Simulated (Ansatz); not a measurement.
NaCl (rock salt)

```
CELL_PARAMETERS angstrom
      0.00000     5.69553     5.69553
      2.84776     0.00000     2.84776
      2.84776     2.84776     0.00000
ATOMIC_POSITIONS crystal
  Cl 0.00000 0.00000 0.00000
  Cl 0.50000 0.00000 0.00000
  Na 0.25000 0.50000 0.50000
  Na 0.75000 0.50000 0.50000
```

The atoms are displaced by Q × the pattern below (from a DFPT mode at L = (0.5, 0.0, 0.0), largest move 1; Q in Å), at fixed cell. It is one choice among 2 degenerate patterns. (q is in reciprocal vectors of the primitive cell; the cell shown is doubled to hold the pattern.)

```csv
atom,x,y,z
Cl1,0.285,-0.520,0.805
Cl2,-0.285,0.520,-0.805
```

Atoms not listed stay in place.

These are PBE (plane waves to 420 eV, PAW, scalar-relativistic; Ansatz, a program for electronic structure) values and carry that method's errors. k mesh 5×10×10 (Γ-centred), Fermi-Dirac smearing 0.05 eV. Energies are smeared free energies. NaCl was relaxed with its symmetry unable to fall. ΔE is measured from the undisplaced structure.

```
Q (Å)   ΔE (meV/cell)
------  -------------
-0.100           14.9
-0.067            6.6
-0.033            1.7
0.000             0.0
0.033             1.7
0.067             6.6
0.100            14.9
```

Problem. Which DFPT wavenumber at L = (0.5, 0.0, 0.0) belongs to this mode?
A. 208 cm⁻¹
B. 107 cm⁻¹
C. 169 cm⁻¹
D. 126 cm⁻¹

Solution. B, 107 cm⁻¹. The curvature of the scan gives 107 cm⁻¹

(A displaced cell: forces are minus the slopes of the energy, force constants its curvatures, and phonons follow from these.)
